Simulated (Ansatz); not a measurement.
Does relaxation matter for the field gradients of TiO2 with Ga replacing Ti?

Start: a supercell of TiO2 (rutile type, P4_2/mnm) built from an entry of the Crystallography Open Database (COD), with all atoms left at the host's positions.

Space group Pmmm (No. 47); a = 6.4944, b = 6.4944, c = 8.8722 Å.

| site | Wyckoff | site symmetry | x | y | z |
| --- | --- | --- | --- | --- | --- |
| Ga | 1a | mmm | 0.0000 | 0.0000 | 0.0000 |
| Ti2 | 2q | mm2 | 0.0000 | 0.0000 | 0.3333 |
| Ti4 | 1f | mmm | 0.5000 | 0.5000 | 0.0000 |
| Ti5 | 2t | mm2 | 0.5000 | 0.5000 | 0.3333 |
| Ti7 | 2s | mm2 | 0.5000 | 0.0000 | 0.1667 |
| Ti8 | 1d | mmm | 0.5000 | 0.0000 | 0.5000 |
| Ti10 | 2r | mm2 | 0.0000 | 0.5000 | 0.1667 |
| Ti11 | 1g | mmm | 0.0000 | 0.5000 | 0.5000 |
| O13 | 2i | 2mm | 0.3050 | 0.0000 | 0.0000 |
| O14 | 4w | .m. | 0.3050 | 0.0000 | 0.3333 |
| O16 | 2k | 2mm | 0.8050 | 0.5000 | 0.0000 |
| O17 | 4x | .m. | 0.8050 | 0.5000 | 0.3333 |
| O19 | 4v | m.. | 0.5000 | 0.3050 | 0.1667 |
| O20 | 2p | m2m | 0.5000 | 0.3050 | 0.5000 |
| O22 | 4u | m.. | 0.0000 | 0.8050 | 0.1667 |
| O23 | 2n | m2m | 0.0000 | 0.8050 | 0.5000 |

One atom of each set is listed.

The numbers come from a DFT calculation in Ansatz (PBE, plane waves and PAW, scalar-relativistic, 420 eV cutoff, Γ-centred 3×3×2 k-points, Fermi–Dirac smearing 0.01 eV, cell charge -1).

The largest force at the start is 1.2 eV/Å. Relaxing the ions at fixed cell moves them by 0.043 Å at most (atom 22, O) and 0.018 Å rms.

```tsv
site	moved (Å)	first shell before	first shell after	V_zz before (10²¹ V/m²)	η before
Ga	0.000	6 O at 1.95–1.98 Å	6 O at 1.99 Å	2.43	0.77
Ti2	0.022	6 O at 1.95–1.98 Å	6 O at 1.93–1.98 Å	-2.94	0.26
Ti4	0.000	6 O at 1.95–1.98 Å	6 O at 1.95–1.97 Å	-2.06	0.20
Ti5	0.001	6 O at 1.95–1.98 Å	6 O at 1.95–1.97 Å	-2.20	0.24
Ti10	0.002	6 O at 1.95–1.98 Å	6 O at 1.95–1.97 Å	1.57	0.70
Ti11	0.000	6 O at 1.95–1.98 Å	6 O at 1.95–1.97 Å	-2.23	0.19
O13	0.009	2 Ti at 1.95 Å, 1 Ga at 1.98 Å	2 Ti at 1.93 Å, 1 Ga at 1.99 Å	4.04	0.61
O14	0.004	3 Ti at 1.95–1.98 Å	3 Ti at 1.94–1.98 Å	2.29	0.89
O20	0.003	3 Ti at 1.95–1.98 Å	3 Ti at 1.95–1.98 Å	2.44	0.98
O22	0.043	2 Ti at 1.95–1.98 Å, 1 Ga at 1.95 Å	2 Ti at 1.93–1.95 Å, 1 Ga at 1.99 Å	-3.33	0.88
O23	0.010	3 Ti at 1.95–1.98 Å	3 Ti at 1.97 Å	2.48	0.82
```

Problem. How do the gradients change?

Solution. 

```
site  V_zz after  η after  change of V_zz
  Ga       -1.34     0.45               –
 Ti2       -2.26     0.50           +0.68
 Ti4       -1.94     0.05           +0.12
 Ti5       -1.75     0.29           +0.45
Ti10        2.17     0.59           +0.60
Ti11       -1.47     0.27           +0.76
 O13        4.48     0.55           +0.44
 O14       -2.31     0.99               –
 O20       -2.63     0.92               –
 O22        3.58     0.93               –
 O23        2.46     0.92           -0.02
```

The largest change of V_zz along a kept axis is on Ti11, from -2.23 to -1.47. The whole tensor moves most on Ti10, by 1.49 along its most changed direction. In per cent, |V_zz| changes by -34 to +38 on Ti, -1 to +11 on O (all sites that start above 0.5, bar those whose gradient vanishes or changes sign or whose main axis turns by over 40°). Where |V_zz| stays above 0.1 and the axes keep their order, η moves most on Ti2, from 0.26 to 0.50. On Ti11, Ti5, Ti10 V_xx and V_yy change places (or their axes turn by over 50°), so the two values of η hide a larger change. On O22, O20, Ga, O14 the largest principal value lies along another axis in the second run, so the two V_zz can't be compared directly. The table leaves out 5 of the 16 sites, with |V_zz| up to 2.89; their tensors move by 0.26 at most along any direction. The statements above cover all sites.

The defect repeats with the cell of 36 atoms, so it feels its images: sites between two images don't show the values beside a lone defect, and zeros or small values of η there can come from the images' arrangement. O and Ti carry a gradient in the pure host already, so the values there aren't the defect's effect alone. A uniform background compensates the cell's charge.
Before: The neighbours have not yet relaxed around the defect (largest force 1.2 eV/Å), so a real crystal will differ.
After: The relaxation keeps the site symmetry mmm of the start, so the impurity can't leave its site; a start off the site could end lower.
